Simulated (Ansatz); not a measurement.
ZnO:
```
CELL_PARAMETERS angstrom
      3.27935     0.00000     0.00000
     -1.63968     2.84000     0.00000
      0.00000     0.00000     5.29369
ATOMIC_POSITIONS crystal
  Zn 0.66667 0.33333 0.00213
  Zn 0.33333 0.66667 0.50213
  O  0.66667 0.33333 0.62307
  O  0.33333 0.66667 0.12307
```

Cartesian axes are those of the cell as given.

Q: Give the proper piezoelectric stress tensor with relaxed ions from plane-wave PAW PBE (Ansatz code).

A: In C/m², rows x, y, z, Voigt columns; mesh uncertainty up to 0.01.
```
 0.00   0.00   0.00   0.00   0.41   0.00
 0.00   0.00   0.00   0.41   0.00   0.00
 0.56   0.56  -1.08   0.00   0.00   0.00
```

The elastic tensor of the same run (GPa):

```
 188   107  92.4   0.0   0.0   0.0
 107   188  92.4   0.0   0.0   0.0
92.4  92.4   200   0.0   0.0   0.0
 0.0   0.0   0.0  37.1   0.0   0.0
 0.0   0.0   0.0   0.0  37.1   0.0
 0.0   0.0   0.0   0.0   0.0  40.6
```

Q: Convert to strain constants d = e·S.

A: In pC/N:
```
  0.0    0.0    0.0    0.0   11.0    0.0
  0.0    0.0    0.0   11.0    0.0    0.0
  5.0    5.0  -10.0    0.0    0.0    0.0
```

Space group P6_3mc (wurtzite). Symmetry was held in the PBE relaxation; phonons on a q-mesh show no instability.

Potentials: the later of the program's two PAW sets.
